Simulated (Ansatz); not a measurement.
Si (diamond)

```yaml
crystal:
  lattice:
    - [0.00000, 2.73515, 2.73515]
    - [2.73515, 0.00000, 2.73515]
    - [2.73515, 2.73515, 0.00000]
  atoms:
    - { symbol: Si, position: [0.50000, 0.50000, 0.50000] }
    - { symbol: Si, position: [0.75000, 0.75000, 0.75000] }
```

In this cell atom 2 (Si, nearest neighbour Si at 2.369 Å; its periodic images, 3.9 Å or more away, move with it) is moved by s along Cartesian x, unit vector (1.000, 0.000, 0.000); all other atoms and the cell stay fixed.

Calculation: PBE (plane waves to 420 eV, PAW, scalar-relativistic; Ansatz, an electronic-structure program). k mesh 8×8×8 (Γ-centred), Fermi-Dirac smearing 0.05 eV. Energies are smeared free energies. As the smearing reaches across the gap at some points, energies and forces of such displacements shift with the k mesh and the smearing. Si was relaxed with its symmetry unable to fall. ΔE is measured from the undisplaced structure.

Successive frames, forces in eV/Å:

```tsv
frame	ΔE (meV/cell)	F on Si1	F on Si2
s = 0.142 Å	129	(1.789, 0.000, 0.000)	(-1.789, 0.000, 0.000)
s = 0.284 Å	491	(3.283, 0.000, 0.000)	(-3.283, 0.000, 0.000)
s = 0.426 Å	1047	(4.456, 0.000, 0.000)	(-4.456, 0.000, 0.000)
```

Question: What are the energy and the forces in the next frame, s = 0.568 Å?

Answer: ΔE (meV/cell) = 1723.

| atom | Fx | Fy | Fz |
|---|---|---|---|
| Si1 | 4.988 | 0.000 | 0.000 |
| Si2 | -4.988 | 0.000 | 0.000 |

(For displaced atoms, the force is minus the slope of the energy, and its curvature is a force constant, which sets phonon frequencies.)
